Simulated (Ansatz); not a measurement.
# AlN: two-dimensional strain map

All numbers below come from DFT PBE, scalar-relativistic, plane waves, PAW in Ansatz 0.2.0. Settings: plane waves to 420 eV, k-mesh 9×9×6 (Γ-centred), Gaussian smearing 0.05 eV. No spin polarisation. Energies are free energies at this smearing, counted from the undisturbed cell; pressure is positive in compression.

The starting cell (as given, not relaxed at this level; it stands at 4.0 GPa):

```
Al N
1.0
     3.11100    0.00000    0.00000
    -1.55550    2.69421    0.00000
     0.00000    0.00000    4.97800
Al N
2 2
Direct
  0.33333 0.66667 0.00000
  0.66667 0.33333 0.50000
  0.33333 0.66667 0.38500
  0.66667 0.33333 0.88500
```

The cell is strained by p along both x and y and by q along z, fractional coordinates fixed. Points are written (p, q).

Energy above the undisturbed cell in meV/atom (a dash: not computed):

| p \ q | -0.050 | -0.025 | 0.000 | 0.025 | 0.050 |
| --- | --- | --- | --- | --- | --- |
| -0.050 | 214.4 | ? | 138.6 | ? | ? |
| -0.025 | 102.6 | 60.4 | 40.4 | 38.7 | 52.1 |
| 0.000 | 49.5 | 14.0 | 0.0 | 3.7 | 22.1 |
| 0.025 | 44.3 | 15.1 | 6.7 | 15.4 | 38.3 |
| 0.050 | 77.6 | 54.4 | 51.3 | 64.7 | ? |

Fill in the withheld energies.

(-0.050, -0.025): 165.1; (-0.050, 0.025): 130.9; (-0.050, 0.050): 138.8; (0.050, 0.050): 91.8.